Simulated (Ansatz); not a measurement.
Calculated quadrupolar parameters for Si₃N₄

The cell is an entry of the Crystallography Open Database (COD) whose atoms were relaxed with PBE, the cell held.

Space group P6_3/m (No. 176); a = 7.6018, c = 2.9066 Å, γ = 120.00°.

```csv
site,Wyckoff,site symmetry,x,y,z
Si,6h,m..,0.1737,0.7676,0.2500
N7,2c,-6..,0.3333,0.6667,0.2500
N9,6h,m..,0.3297,0.0296,0.2500
```

One atom of each set is listed.

Computed with Ansatz: DFT, r2SCAN, plane waves and PAW, scalar-relativistic, 500 eV cutoff, Γ-centred 4×4×10 k-points, Fermi–Dirac smearing 0.02 eV.

V_zz is the principal component of the electric field gradient with the largest magnitude, η = (V_xx − V_yy)/V_zz and C_Q = eQV_zz/h. ν_Q = 3|C_Q|/[2I(2I − 1)].

14N: I = 1, Q = 20.44 mb. Nuclear quadrupole moments: year-2017 set (Pyykkö).

```csv
site,atoms,first shell,C_Q (MHz),η,ν_Q (MHz)
N7,2,3 Si at 1.73 Å,-2.44,0.00,3.66
N9,6,3 Si at 1.74 Å,-2.43,0.08,3.65
```

An axis of threefold or higher order runs through N7, so V_zz lies along it and η is zero. At N9 V_zz stands upright on the plane through its three neighbours (within 3°).

Si has no stable isotope with a ground-state quadrupole moment in the table, so these sites are left out.

Hardware: 1 thread of Intel Xeon Platinum 8488C (Sapphire Rapids) (x86_64; 48 cores open to the job, memory cap 2.5 GiB, no GPU), a shared host with a load of 0.4 a core. Wall time 26 s, CPU time 23 s, peak memory 0.91 GiB.
